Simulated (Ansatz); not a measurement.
# Y: relaxation of cell and atoms

The calculation used Ansatz 0.2.0, DFT, r2SCAN, PAW with Ansatz's default frozen-core files, scalar-relativistic.

Command: `ansatz run input.yaml --threads 1 --pin off --max-ram 2048MiB --backend cpu --events-out ev --progress --plain --runs-dir out` The run took 18 s on 1 thread of Intel(R) Xeon(R) Platinum 8488C (Sapphire Rapids), with other jobs on the host, peak memory 0.6 GiB.

```yaml
crystal:
  lattice:
    - [3.7421797608, 0.0, 0.0]
    - [-1.8710898804, 3.2408227384, 0.0]
    - [0.0, 0.0, 5.879512896]
  atoms:
    - { symbol: "Y", position: [0.3333333333, 0.6666666667, 0.25] }
    - { symbol: "Y", position: [0.6666666667, 0.3333333333, 0.75] }
kpoints:
  mp_grid: { grid: [10, 10, 6] }
scf:
  occupations: { method: fermi_dirac, width: 0.05 }
hamiltonian:
  xc: r2scan
  pseudopotentials: { kind: paw }
output:
  forces: true
  stress: true
  efg: { contact_densities: true }
  write_density: true
  write_potential: true
  elf: true
  volumetric_format: npy
relax:
  f_tol: 0.005
  max_steps: 80
  cell: {}
```

The geometry is COD entry 9010984, unchecked; take it as a test cell. The listed cell was then made from it by scaling, straining or moving an atom.

The cutoff is 500 eV; energies and pressures of the walk include the program's estimate of the Pulay term. The PAW files were made with PBE; their cores are remade for this functional.

Each frame lists the cell vectors (Å), then Cartesian positions (Å); symmetry keeps all forces zero. Free energies count from the first step, -7719.3946 eV.

The walk took 4 evaluations in all; steps that aren't listed are left out.

Step 1: E = 0.0 meV, P = -2.32 GPa

```
cell 3.7422 0.0000 0.0000 -1.8711 3.2408 0.0000 0.0000 0.0000 5.8795
Y     0.0000    2.1605    1.4699
Y     1.8711    1.0803    4.4096
```

Step 2: E = -35.8 meV, P = -0.12 GPa

```
cell 3.6786 0.0000 0.0000 -1.8393 3.1858 0.0000 0.0000 0.0000 5.7227
Y     0.0000    2.1238    1.4307
Y     1.8393    1.0619    4.2920
```

Task: How does the relaxation end?

Result: It converges, with a = 3.682 Å, b = 3.682 Å, c = 5.689 Å, α = 90.00°, β = 90.00°, γ = 120.00° (conventional cell, space group P6_3/mmc). The last solve (on a basis chosen afresh for the final cell, so its energy is not quite comparable) gives E = -36.0 meV, P = 0.02 GPa:
```
cell 3.6820 0.0000 0.0000 -1.8410 3.1887 0.0000 0.0000 0.0000 5.6886
Y     0.0000    2.1258    1.4222
Y     1.8410    1.0629    4.2665
```
